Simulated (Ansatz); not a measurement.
BaTiO₃:
```
BaTiO3
1.0
    2.78810     1.60971     2.28050
   -2.78810     1.60971     2.28050
    0.00000    -3.21942     2.28050
Ba Ti O
1 1 3
Direct
  0.99893   0.99893   0.99893
  0.50753   0.50753   0.50753
  0.48958   0.98546   0.48958
  0.48958   0.48958   0.98546
  0.98546   0.48958   0.48958
```

Cartesian axes are those of the cell as given.

Q: Give the proper piezoelectric stress tensor with relaxed ions from DFT-LDA in the program Ansatz with PAW potentials.

A: In C/m², rows x, y, z, Voigt columns; mesh uncertainty up to 0.05.
```
 0.00   0.00   0.00   0.00   7.21   3.94
 3.94  -3.94   0.00   7.21   0.00   0.00
 3.59   3.59   5.05   0.00   0.00   0.00
```

The elastic tensor of the same run (GPa):

```
  299   95.2   59.2  -43.0    0.0    0.0
 95.2    299   59.2   43.0    0.0    0.0
 59.2   59.2    292    0.0    0.0    0.0
-43.0   43.0    0.0   53.5    0.0    0.0
  0.0    0.0    0.0    0.0   53.5  -43.0
  0.0    0.0    0.0    0.0  -43.0    102
```

Q: Convert to strain constants d = e·S.

A: In pC/N:
```
  0.0    0.0    0.0    0.0  250.9  144.5
 72.2  -72.2    0.0  250.9    0.0    0.0
  6.9    6.9   14.5    0.0    0.0    0.0
```

Space group R3m. This is a known low-temperature phase of the composition, computed here at zero pressure and temperature. The LDA relaxation kept the symmetry of its start; its stability against distortions is not shown here. The run is not spin-polarised. Signs of piezoelectric constants follow the polarity of the cell as given. Scalar-relativistic: spin–orbit coupling is off unless named, which matters more the heavier the elements.

Potentials: the earlier of the program's two PAW sets. The files were generated under PBE; for other functionals the program regenerates the frozen cores, and for LDA and PBEsol the local potential too.
